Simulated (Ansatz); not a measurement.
## Calculated contact hyperfine fields for Cs₄MnSb₂Cl₁₂

Cell: a Materials Project structure (computed, not necessarily an observed phase), taken as it stands.

```
Cs Mn Sb Cl
1.0
     6.65502   -3.83869    0.00000
     6.65502    3.83869    0.00000
    -4.38971    0.00000   12.43705
Cs Mn Sb Cl
4 1 2 12
Direct
  0.62270 0.62270 0.86918
  0.37730 0.37730 0.13082
  0.87301 0.87301 0.61939
  0.12699 0.12699 0.38061
  0.50000 0.50000 0.50000
  0.25049 0.25049 0.75279
  0.74951 0.74951 0.24721
  0.38440 0.85075 0.61759
  0.14925 0.61560 0.38241
  0.61560 0.14925 0.38241
  0.85075 0.38440 0.61759
  0.38486 0.38486 0.61894
  0.61514 0.61514 0.38106
  0.13242 0.59909 0.86760
  0.40091 0.86758 0.13240
  0.86758 0.40091 0.13240
  0.59909 0.13242 0.86760
  0.13289 0.13289 0.86705
  0.86711 0.86711 0.13295
```

Atoms are numbered from 1 in the order listed; like atoms form one site, named after its first atom.

Level of theory: DFT, PBE, plane waves and PAW, scalar-relativistic, collinear spin, 420 eV cutoff, Γ-centred 4×4×3 k-points, Fermi–Dirac smearing 0.02 eV (Ansatz 0.2.0). Start moments as typed (μB): 5 on each Mn, none on the rest.

B_c = (2μ₀/3)μB(ρ↑ − ρ↓), with the spin density averaged over the Thomson radius around the nucleus, 7.77 T per e/Å³, positive along the up direction of the run. The valence column is what the valence and semicore waves of the PAW files give as listed; the rest comes from solving these waves and the inner shells again in each spin's potential.

(1) Give the site moments and the Fermi-contact fields.

Answers

(1) The cell's net moment is 5.00 μB; the site moments, counted in spheres around the atoms, add up to 4.56 μB, and the difference lies between the spheres. One atom of each set is listed.

```
site  atom  m (μB)  B_c (T)  valence column (T)  rest (T)
 Cs1     1    0.00      0.1                 0.1       0.0
 Cs3     3    0.00      0.3                 0.3       0.0
  Mn     5    4.31    -29.0                43.1     -72.1
  Sb     6    0.02     15.0                14.6       0.4
 Cl8     8    0.03      4.2                 4.3       0.0
Cl14    14    0.01      0.4                 0.4       0.0
Cl18    18    0.01      0.4                 0.4       0.0
```

On Mn the field amounts to -6.7 T per μB of the site's moment: core polarisation sets it against the moment.

All moments on Mn are parallel here (one such atom a cell), as the cell imposes; many such compounds order antiparallel, where fields on atoms that lie between magnetic neighbours largely cancel. The magnetic order is the one that the run reached from its start moments, not necessarily the measured one. Semilocal functionals underestimate core polarisation, so for a given moment the contact field on a magnetic ion comes out too small, by up to a factor of two. Orbital and dipolar fields are left out; they are small for half-filled shells and for d³ or d⁸ ions in regular octahedra, but can rival the contact field on other open-shell ions. Fields under about 2 T can be off by more than a tenth.

Hardware: 2 threads of Arm Neoverse N1 (aarch64; 36 cores open to the job, memory cap 5.0 GiB, no GPU), a shared host with a load of 0.9 a core. Wall time 6.1 min, CPU time 12 min, peak memory 2.2 GiB.
